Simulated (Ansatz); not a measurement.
Polymorphs of AlCo, each relaxed with DFT-PBE in the program Ansatz with PAW potentials:

A: CsCl type (Pm-3m)
a = b = c = 2.852 Å, α = β = γ = 90.00°

```json
[
 {"atom": "Co", "site": "1b", "symmetry": "m-3m", "x": "0.5000", "y": "0.5000", "z": "0.5000"},
 {"atom": "Al", "site": "1a", "symmetry": "m-3m", "x": "0.0000", "y": "0.0000", "z": "0.0000"}
]
```

B: Cmcm
a = 2.6917 Å, b = 9.3040 Å, c = 3.9652 Å, α = β = γ = 90.00°

```
atom  site  symmetry       x       y       z
----  ----  --------  ------  ------  ------
Al      4c       m2m  0.0000  0.3391  0.2500
Co      4c       m2m  0.0000  0.0713  0.2500
```

C: rock salt (Fm-3m)
a = b = c = 4.788 Å, α = β = γ = 90.00°

```
atom  site  symmetry       x       y       z
----  ----  --------  ------  ------  ------
Co      4a      m-3m  0.0000  0.0000  0.0000
Al      4b      m-3m  0.5000  0.5000  0.5000
```

**Question.** Rank these by energy per atom at 0 K (lowest first), as PBE gives it.

**Answer.** A (+0 meV/atom), B (+322 meV/atom), C (+838 meV/atom)

Spin orders computed, not proven ground states: B ferromagnetic. Typed or built starts, not in the databases checked: B; C. Began spin-polarised and lost the moments: A; C. All cells were relaxed under the symmetry of their starts (and spin orders); stability against distortions was not tested throughout.

Energies hold the estimated change up to a 700 eV cutoff; steps of a few meV lie near the error of the meshes.

Potentials: the earlier of the program's two PAW sets.
